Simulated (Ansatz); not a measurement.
A comparison from first-principles data. The energy that a pulse needs to warm a small volume, and the thermal time constant, scale with heat capacity per volume.

The reference row is MgO. A cube of 20 nm edge is warmed by 100 K from 300 K, with the heat capacity held at its 300 K value. All rows have a gap.

Methods, by column (Ansatz, a plane-wave PAW program): C_V, highest phonon, zero-point energy, vibrational entropy: LDA, harmonic phonons over the whole zone; volume per atom: LDA, relaxed cell.

Runs started from generated or typed cells of the structure named: CuI; MgO. No claim is made that these are known or stable phases: SnO2 (Pbcn, oP12). Known as high-pressure phases, here at zero pressure: SnO2 (Pbcn, oP12). Spin–orbit coupling is left out unless named.

| crystal | C_V at 300 K (J/(K·mol of atoms)) | V (Å³/atom) | highest phonon (cm⁻¹) | zero-point energy (meV/atom) | vibrational entropy at 300 K (J/(K·mol of atoms)) |
|---|---|---|---|---|---|
| CuI (zinc blende) | 24.2 | 25.18 | 171 | 22 | 43.2 |
| NaI (rock salt) | 24.4 | 30.66 | 181 | 18 | 47.5 |
| MgO (rock salt), reference | 18.3 | 8.99 | 715 | 75 | 13.4 |
| SnO2 (Pbcn, oP12) | 18.6 | 11.62 | 736 | 71 | 17.9 |

Model: share of the Dulong–Petit value = C_V/24.94; C per volume = C_V/(0.6022 V); energy = C per volume × edge³ × ΔT, with 1 nm³ = 10⁻²¹ cm³.

Problem. Work out share of 3R, heat capacity per volume and energy for CuI.

Solution. 
1. share of 3R: 100 × 24.2/24.94 = 97 %
2. heat capacity per volume: 24.2/(0.6022 × 25.18) = 1.596 J/(K·cm³)
3. energy: 1.596 × 20³ × 100 × 10⁻⁶ = 1.3 fJ

Problem. Rank all rows by heat capacity per volume, lowest first.

Solution. The same steps for every row:

```csv
crystal,share of 3R (%),C per volume (J/(K·cm³)),energy (fJ)
CuI (zinc blende),97,1.596,1.3
NaI (rock salt),98,1.322,1.1
"MgO (rock salt), reference",73,3.380,2.7
"SnO2 (Pbcn, oP12)",75,2.658,2.1
```

In order of heat capacity per volume, lowest first: NaI (1.322 ± 0.071), CuI (1.596 ± 0.086), SnO2 (Pbcn, oP12) (2.658 ± 0.14), MgO (3.380 ± 0.18). The ± follows from allowances picked for this note (C_V 2 %, volume per atom 4 %, 3 % for the model), carried to first order and added in quadrature; ≈ joins neighbours closer than their two ± added in quadrature. On this figure 3 of 3 candidates do clearly better than the reference.

Constant-volume harmonic values; C_P is higher, by little in stiff crystals and by several percent in soft ones. Where several phases of a formula are at hand, those over 0.1 eV/atom above the lowest were not drawn (by r²SCAN where it compared them, else by the largest value; a layered or molecular lowest phase counts only with a dispersion term); other phases could lie lower still. The rows are a sample and no shortlist: familiar crystals first, some related and some not, whatever their agreement with measurement; tables with many equal figures were not kept. Limits of the draw: crystals with a gap; no unfamiliar magnets, and cubic perovskites only if shown or known to be stable. As a rule kept out of such tables: 4f compounds, open-shell compounds run without a Hubbard term, cells found unstable in the tests at hand, cells close to a higher symmetry, and runs set to a pressure or over 12 % in volume from the crystal's fullest run.
